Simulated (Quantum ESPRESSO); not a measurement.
## Hf3ZrAu3Ru (one run as intended and one with a planted mistake)

A calculation, not a measurement. The program is pw.x of Quantum ESPRESSO 7.5 (plane-wave density functional theory). The cell is made up: eight metal atoms on a hexagonal close-packed lattice, with elements, volume, strain and displacements drawn at random and not relaxed, so it may be unstable or far from any real phase. PseudoDojo standard norm-conserving files set the functional (PBE unless stated); there is no spin polarisation or spin-orbit coupling, the Fermi-Dirac width of 0.25 eV means electrons at about 2900 K, and the masses in the input are unused placeholders. Heavy elements are run without spin-orbit coupling, which real alloys of them have. A spin test at this wide smearing found no moment, but such smearing suppresses magnetism that the real alloy may have.

Intended input:

```
&control calculation='scf', pseudo_dir='./dojo.nc.sr.pbe.v0_5.standard.upf', outdir='./o', disk_io='minimal', tprnfor=.true., tstress=.true. /
&system ibrav=0, nat=8, ntyp=4, nbnd=77, ecutwfc=84.00895049, nosym=.true., tot_charge=0,
 occupations='smearing', smearing='fd', degauss=0.0183746611
/
&electrons conv_thr=1.470e-08, electron_maxstep=70, mixing_beta=0.5 /
ATOMIC_SPECIES
Au 1.0 Au.upf
Hf 1.0 Hf.upf
Ru 1.0 Ru.upf
Zr 1.0 Zr.upf
CELL_PARAMETERS angstrom
-2.9665 0.0 0.0
0.0 5.1381 0.0
1.4832 -2.5691 -9.8474
ATOMIC_POSITIONS angstrom
Hf 0.0525 0.0139 -0.0215
Hf -0.0008 1.6519 -2.4191
Zr 0.0167 0.0328 -4.9175
Au -0.0175 1.7597 -7.3729
Hf -1.4964 2.5157 0.0226
Ru -1.4733 4.29 -2.4219
Au -1.4801 2.5386 -4.9616
Au -1.4522 -0.8802 -7.3209
K_POINTS automatic
8 5 3 1 1 1
```

The log is shortened where brackets say so; the opening notice, blank lines, dates and the lines on written files are dropped, and the path of the files is cut. It prints rydbergs, bohrs and kilobars, and counts compression as positive stress. Its total energy is the free energy E - TS of the whole cell.

Log of the intended run:

```
     Program PWSCF v.7.5
     Parallel version (MPI & OpenMP), running on       4 processor cores
     Number of MPI processes:                 4
     Threads/MPI process:                     1
     [start-up lines left out]
     bravais-lattice index     =            0
     lattice parameter (alat)  =       5.6059  a.u.
     unit-cell volume          =    1012.8965 (a.u.)^3
     number of atoms/cell      =            8
     number of atomic types    =            4
     number of electrons       =       121.00
     number of Kohn-Sham states=           77
     kinetic-energy cutoff     =      84.0090  Ry
     charge density cutoff     =     336.0358  Ry
     scf convergence threshold =      1.5E-08
     mixing beta               =       0.5000
     number of iterations used =            8  plain     mixing
     Exchange-correlation= PBE
                           (   1   4   3   4   0   0   0)
     [axes and pseudopotential details left out]
   Cartesian axes
     site n.     atom                  positions (alat units)
         1        Hf     tau(   1) = (   0.0176976   0.0046857  -0.0072476  )
         2        Hf     tau(   2) = (  -0.0002697   0.5568515  -0.8154728  )
         3        Zr     tau(   3) = (   0.0056295   0.0110568  -1.6576774  )
         4        Au     tau(   4) = (  -0.0058992   0.5931906  -2.4853868  )
         5        Hf     tau(   5) = (  -0.5044328   0.8480364   0.0076184  )
         6        Ru     tau(   6) = (  -0.4966459   1.4461487  -0.8164167  )
         7        Au     tau(   7) = (  -0.4989381   0.8557559  -1.6725434  )
         8        Au     tau(   8) = (  -0.4895331  -0.2967133  -2.4678577  )
     number of k points=    60  Fermi-Dirac smearing, width (Ry)=  0.0184
                       cart. coord. in units 2pi/alat
        k(    1) = (  -0.0625000   0.0577353  -0.0746841), wk =   0.0333333
        k(    2) = (  -0.0625000   0.0577353   0.1261472), wk =   0.0333333
     [further k points left out]
     Dense  grid:   105473 G-vectors     FFT dimensions: (  36,  60, 120)
     Estimated max dynamical RAM per process >     437.87 MB
     Estimated total dynamical RAM >       1.63 GB
     Initial potential from superposition of free atoms
     starting charge     120.9910, renormalised to     121.0000
     Starting wfcs are   80 randomized atomic wfcs
     total cpu time spent up to now is        7.2 secs
     per-process dynamical memory:   354.1 Mb
     Self-consistent Calculation
     iteration #  1     ecut=    84.01 Ry     beta= 0.50
     Davidson diagonalization with overlap
     ethr =  1.00E-02,  avg # of iterations =  3.0
     total cpu time spent up to now is       26.2 secs
     total energy              =   -1524.79298432 Ry
     estimated scf accuracy    <       9.73664992 Ry
     iteration #  2     ecut=    84.01 Ry     beta= 0.50
     Davidson diagonalization with overlap
     ethr =  8.05E-03,  avg # of iterations =  5.8
     total cpu time spent up to now is       51.5 secs
     total energy              =   -1519.27613615 Ry
     estimated scf accuracy    <     222.09843180 Ry
     [iterations 3 to 17 left out]
     iteration # 18     ecut=    84.01 Ry     beta= 0.50
     Davidson diagonalization with overlap
     ethr =  8.65E-11,  avg # of iterations =  1.2
     total cpu time spent up to now is      322.1 secs
     total energy              =   -1531.22802222 Ry
     estimated scf accuracy    <       0.00000002 Ry
     iteration # 19     ecut=    84.01 Ry     beta= 0.50
     Davidson diagonalization with overlap
     ethr =  1.74E-11,  avg # of iterations =  1.2
     total cpu time spent up to now is      336.7 secs
     End of self-consistent calculation
     [lines on levels left out]
!    total energy              =   -1531.22802222 Ry
     estimated scf accuracy    <          2.2E-09 Ry
     smearing contrib. (-TS)   =      -0.11143310 Ry
     internal energy E=F+TS    =   -1531.11658912 Ry
     The total energy is F=E-TS. E is the sum of the following terms:
     one-electron contribution =    -488.68686141 Ry
     hartree contribution      =     303.40607230 Ry
     xc contribution           =    -296.23553272 Ry
     ewald contribution        =   -1049.60026729 Ry
     convergence has been achieved in  19 iterations
     Forces acting on atoms (cartesian axes, Ry/au):
     atom    1 type  2   force =    -0.00634771   -0.04012401    0.01425580
     atom    2 type  2   force =    -0.00324411    0.03405521   -0.06156124
     atom    3 type  4   force =    -0.00002860   -0.03929211    0.01745149
     atom    4 type  1   force =     0.00379296   -0.01043067   -0.02516628
     atom    5 type  2   force =     0.00861652    0.03242235    0.04112213
     atom    6 type  3   force =    -0.00005041    0.00117785   -0.00194558
     atom    7 type  1   force =     0.00057010    0.01306810    0.02942048
     atom    8 type  1   force =    -0.00330876    0.00912329   -0.01357679
     Total force =     0.116427     Total SCF correction =     0.000187
     Computing stress (Cartesian axis) and pressure
          total   stress  (Ry/bohr**3)                   (kbar)     P=       45.49
   0.00054654  -0.00000344   0.00002029           80.40       -0.51        2.98
  -0.00000344   0.00028004   0.00008778           -0.51       41.20       12.91
   0.00002029   0.00008778   0.00010119            2.98       12.91       14.89
     init_run     :      6.80s CPU      7.12s WALL (       1 calls)
     electrons    :    321.71s CPU    329.51s WALL (       1 calls)
     forces       :      2.93s CPU      2.98s WALL (       1 calls)
     stress       :     10.30s CPU     10.55s WALL (       1 calls)
     [timing details left out]
     PWSCF        :   5m41.87s CPU   5m50.38s WALL
     JOB DONE.
```

A second run has one planted mistake: the cell and the positions are scaled by a wrong factor. The input lines that differ:

```
- -2.9665 0.0 0.0
- 0.0 5.1381 0.0
- 1.4832 -2.5691 -9.8474
+ -3.006 0.0 0.0
+ 0.0 5.2064 0.0
+ 1.5029 -2.6033 -9.9784
- Hf 0.0525 0.0139 -0.0215
- Hf -0.0008 1.6519 -2.4191
- Zr 0.0167 0.0328 -4.9175
- Au -0.0175 1.7597 -7.3729
- Hf -1.4964 2.5157 0.0226
- Ru -1.4733 4.29 -2.4219
- Au -1.4801 2.5386 -4.9616
- Au -1.4522 -0.8802 -7.3209
+ Hf 0.0532 0.0141 -0.0218
+ Hf -0.0008 1.6739 -2.4513
+ Zr 0.0169 0.0332 -4.9829
+ Au -0.0177 1.7831 -7.471
+ Hf -1.5163 2.5492 0.0229
+ Ru -1.4929 4.3471 -2.4541
+ Au -1.4998 2.5724 -5.0276
+ Au -1.4715 -0.8919 -7.4183
```

Its log:

```
     Program PWSCF v.7.5
     Parallel version (MPI & OpenMP), running on       4 processor cores
     Number of MPI processes:                 4
     Threads/MPI process:                     1
     [start-up lines left out]
     bravais-lattice index     =            0
     lattice parameter (alat)  =       5.6805  a.u.
     unit-cell volume          =    1053.8627 (a.u.)^3
     number of atoms/cell      =            8
     number of atomic types    =            4
     number of electrons       =       121.00
     number of Kohn-Sham states=           77
     kinetic-energy cutoff     =      84.0090  Ry
     charge density cutoff     =     336.0358  Ry
     scf convergence threshold =      1.5E-08
     mixing beta               =       0.5000
     number of iterations used =            8  plain     mixing
     Exchange-correlation= PBE
                           (   1   4   3   4   0   0   0)
     [axes and pseudopotential details left out]
   Cartesian axes
     site n.     atom                  positions (alat units)
         1        Hf     tau(   1) = (   0.0176979   0.0046906  -0.0072522  )
         2        Hf     tau(   2) = (  -0.0002661   0.5568530  -0.8154691  )
         3        Zr     tau(   3) = (   0.0056221   0.0110446  -1.6576514  )
         4        Au     tau(   4) = (  -0.0058882   0.5931803  -2.4853626  )
         5        Hf     tau(   5) = (  -0.5044245   0.8480373   0.0076181  )
         6        Ru     tau(   6) = (  -0.4966401   1.4461411  -0.8164005  )
         7        Au     tau(   7) = (  -0.4989355   0.8557552  -1.6725216  )
         8        Au     tau(   8) = (  -0.4895210  -0.2967066  -2.4678310  )
     number of k points=    60  Fermi-Dirac smearing, width (Ry)=  0.0184
                       cart. coord. in units 2pi/alat
        k(    1) = (  -0.0625000   0.0577366  -0.0746850), wk =   0.0333333
        k(    2) = (  -0.0625000   0.0577366   0.1261488), wk =   0.0333333
     [further k points left out]
     Dense  grid:   109739 G-vectors     FFT dimensions: (  36,  60, 120)
     Estimated max dynamical RAM per process >     454.21 MB
     Estimated total dynamical RAM >       1.70 GB
     Initial potential from superposition of free atoms
     starting charge     120.9910, renormalised to     121.0000
     Starting wfcs are   80 randomized atomic wfcs
     total cpu time spent up to now is        7.6 secs
     per-process dynamical memory:   358.1 Mb
     Self-consistent Calculation
     iteration #  1     ecut=    84.01 Ry     beta= 0.50
     Davidson diagonalization with overlap
     ethr =  1.00E-02,  avg # of iterations =  2.9
     total cpu time spent up to now is       26.5 secs
     total energy              =   -1525.71043961 Ry
     estimated scf accuracy    <       8.39488877 Ry
     iteration #  2     ecut=    84.01 Ry     beta= 0.50
     Davidson diagonalization with overlap
     ethr =  6.94E-03,  avg # of iterations =  5.4
     total cpu time spent up to now is       50.1 secs
     total energy              =   -1520.04382276 Ry
     estimated scf accuracy    <     209.10213786 Ry
     [iterations 3 to 17 left out]
     iteration # 18     ecut=    84.01 Ry     beta= 0.50
     Davidson diagonalization with overlap
     ethr =  1.07E-10,  avg # of iterations =  1.3
     total cpu time spent up to now is      318.1 secs
     total energy              =   -1531.23292182 Ry
     estimated scf accuracy    <       0.00000004 Ry
     iteration # 19     ecut=    84.01 Ry     beta= 0.50
     Davidson diagonalization with overlap
     ethr =  3.56E-11,  avg # of iterations =  1.1
     total cpu time spent up to now is      332.8 secs
     End of self-consistent calculation
     [lines on levels left out]
!    total energy              =   -1531.23292182 Ry
     estimated scf accuracy    <          4.3E-09 Ry
     smearing contrib. (-TS)   =      -0.11600170 Ry
     internal energy E=F+TS    =   -1531.11692012 Ry
     The total energy is F=E-TS. E is the sum of the following terms:
     one-electron contribution =    -509.53524448 Ry
     hartree contribution      =     310.19926772 Ry
     xc contribution           =    -295.95880028 Ry
     ewald contribution        =   -1035.82214309 Ry
     convergence has been achieved in  19 iterations
     Forces acting on atoms (cartesian axes, Ry/au):
     atom    1 type  2   force =    -0.00597818   -0.03603302    0.01148382
     atom    2 type  2   force =    -0.00297173    0.03074659   -0.05439656
     atom    3 type  4   force =     0.00003591   -0.03616290    0.01432903
     atom    4 type  1   force =     0.00299203   -0.00785038   -0.02450764
     atom    5 type  2   force =     0.00821600    0.02790069    0.03731919
     atom    6 type  3   force =    -0.00025387    0.00481604    0.00109516
     atom    7 type  1   force =     0.00054921    0.00946935    0.02682612
     atom    8 type  1   force =    -0.00258937    0.00711363   -0.01214912
     Total force =     0.104121     Total SCF correction =     0.000168
     Computing stress (Cartesian axis) and pressure
          total   stress  (Ry/bohr**3)                   (kbar)     P=       -8.76
   0.00017736  -0.00000220   0.00001879           26.09       -0.32        2.76
  -0.00000220  -0.00008355   0.00008428           -0.32      -12.29       12.40
   0.00001879   0.00008428  -0.00027243            2.76       12.40      -40.08
     init_run     :      6.97s CPU      7.33s WALL (       1 calls)
     electrons    :    316.86s CPU    325.20s WALL (       1 calls)
     forces       :      3.55s CPU      3.59s WALL (       1 calls)
     stress       :     10.77s CPU     11.04s WALL (       1 calls)
     [timing details left out]
     PWSCF        :   5m38.51s CPU   5m47.54s WALL
     JOB DONE.
```

|  | intended run | run with the mistake |
| --- | --- | --- |
| free energy (eV) | -20833.419 | -20833.485 |
| entropy term -TS, part of it (eV) | -1.516 | -1.578 |
| pressure (GPa) | 4.55 | -0.88 |
| size of the largest force component (eV/Å) | 1.583 | 1.399 |
| largest change of a force component (eV/Å) |  | 0.184 |
| iterations | 19 | 19 |

For scale, a rerun of the intended cell at a higher cutoff and on a denser mesh moved values by no more than 0.006 eV in energy, 0.22 GPa in stress and 0.006 eV/Å in force, and a second program with other atomic files agreed on that cell to 2 % rms in force and 0.5 GPa in pressure.